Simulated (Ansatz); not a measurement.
TaSeS in space group P3m1 (No. 156; Ta on 1a, Se on 1c, S on 1b) under volume change, plane-wave PAW r²SCAN+D4 (Ansatz code), shape and atoms relaxed at each volume.

```json
[
 {"V (Å³/atom)": "19.133", "E − E(relaxed) (meV/atom)": "24.4", "P (GPa)": "4.84"},
 {"V (Å³/atom)": "19.764", "E − E(relaxed) (meV/atom)": "9.7", "P (GPa)": "2.75"},
 {"V (Å³/atom)": "20.395", "E − E(relaxed) (meV/atom)": "2.1", "P (GPa)": "1.15"},
 {"V (Å³/atom)": "21.025", "E − E(relaxed) (meV/atom)": "0.0", "P (GPa)": "0.00"},
 {"V (Å³/atom)": "21.656", "E − E(relaxed) (meV/atom)": "1.7", "P (GPa)": "-0.77"},
 {"V (Å³/atom)": "22.287", "E − E(relaxed) (meV/atom)": "5.7", "P (GPa)": "-1.25"},
 {"V (Å³/atom)": "22.918", "E − E(relaxed) (meV/atom)": "11.2", "P (GPa)": "-1.48"}
]
```

Problem. What does a third-order Birch–Murnaghan fit give for V₀, B₀ and B′?

Solution. V₀ = 21.04 Å³/atom, B₀ = 30.7 GPa, B′ = 11.8.

The workflow started from a Materials Project entry (that database holds measured and hypothetical structures alike); the Crystallography Open Database copy checked does not list it. With Se and S taken as one species the cell has the higher symmetry P-3m1, so it may be an ordered model of a mixed-site phase. Its standing as an ambient phase is unchecked. The cell was relaxed with r²SCAN+D4 under the symmetry of its start; whether a distortion lowers the energy is not shown. No spin polarisation was allowed. Spin–orbit coupling is left out wherever it is not named.

Potentials: the later of the program's two PAW sets.
